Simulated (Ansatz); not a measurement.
A geometry of Fe away from equilibrium: step 2 of the relaxation of a relaxed Fe cell, doubled along one cell vector, shaken by Gaussian noise of σ = 0.08 Å a coordinate. Level of theory: r2SCAN (plane waves to 500 eV, PAW, scalar-relativistic; Ansatz, a program for electronic structure). Γ-centred k-mesh 16×16×8 on the run's cell (coarser than for final values), Fermi–Dirac smearing 0.05 eV.

```
Fe
1.0
   -1.42462     1.43284     1.44338
    1.41425    -1.43886     1.43904
    2.84567     2.87415    -2.89881
Fe
2
Direct
  0.02368   0.98167   0.00062
  0.02339   0.02829   0.51452
```
Spin-polarised start, with parallel moments on Fe.

**Question.** Give the Cartesian forces on all atoms (eV/Å).

**Answer.** 
| atom | Fx | Fy | Fz |
|---|---|---|---|
| Fe1 | 0.53 | 0.18 | 0.17 |
| Fe2 | -0.53 | -0.18 | -0.17 |

**Question.** What is the pressure?

**Answer.** +0.6 GPa, compression positive.

**Question.** How far above the relaxed end point is this geometry?

**Answer.** 0.01 eV/atom; the path ends in Im-3m (No. 229) (bcc (W type)).

Spin state reached: ferromagnetic (net 2.64 μB/atom), from parallel starting moments; other spin orders were not run from this start. r2SCAN tends to overstate moments in metals.

The run could not lose the symmetry of its start.
